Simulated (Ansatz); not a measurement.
## Settings and field gradients in KCl with Rb replacing K

Cell: a supercell of KCl (rock salt type, Fm-3m) built from an entry of the Crystallography Open Database (COD), with all atoms left at the host's positions.

Space group Fm-3m (No. 225); a = 18.8788 Å.

```csv
site,Wyckoff,site symmetry,x,y,z
Rb,4a,m-3m,0.0000,0.0000,0.0000
K2,48h,m.m2,0.1667,0.1667,0.0000
K5,32f,.3m,0.3333,0.1667,0.1667
K15,24e,4m.m,0.5000,0.5000,0.3333
Cl28,32f,.3m,0.1667,0.1667,0.1667
Cl30,24e,4m.m,0.5000,0.5000,0.1667
Cl32,48i,m.m2,0.5000,0.3333,0.3333
Cl41,4b,m-3m,0.5000,0.5000,0.5000
```

One atom of each set is listed; the run and its k-mesh use a cell of 54 atoms with edges of 13.35, 13.35, 13.35 Å.

Reference run. The numbers come from a DFT calculation in Ansatz (PBE, plane waves and PAW, scalar-relativistic, 420 eV cutoff, Γ-centred 2×2×2 k-points, Fermi–Dirac smearing 0.01 eV).

It gives V_zz (10²¹ V/m²) Cl30 -0.65 (η 0.00), among others. Each of these runs changes the input as listed (caps on SCF iterations aside):

A. hamiltonian.xc: pbe → r2scan; magnetization: not typed → {spin_polarized: true}
B. accuracy: not typed → medium; scf.n_extra_bands: not typed → 1

Q: How does each run end, and how far do the gradients move?

A: 

| run | Cl30 V_zz (η) | largest change of a gradient tensor, all atoms | note |
| --- | --- | --- | --- |
| A | -0.70 (0.00) | 0.06 | converged; another functional; cutoff taken 500 eV |
| B | -0.65 (0.00) | 0.00 | converged |

Run A moves them most, on Cl30 (V_zz from -0.65 to -0.70).

Run A changes hamiltonian.xc, magnetization together, so the table can't tell their shares apart.

On the reference run: The defect repeats with the cell of 54 atoms, so it feels its images: sites between two images don't show the values beside a lone defect, and zeros or small values of η there can come from the images' arrangement. Without spin–orbit coupling (the program notes it for Rb) the gradients are little affected as a rule: paired runs on crystals with a gap mostly move them by under 2 % at such atoms. The neighbours have not yet relaxed around the defect (largest force 0.19 eV/Å), so a real crystal will differ.
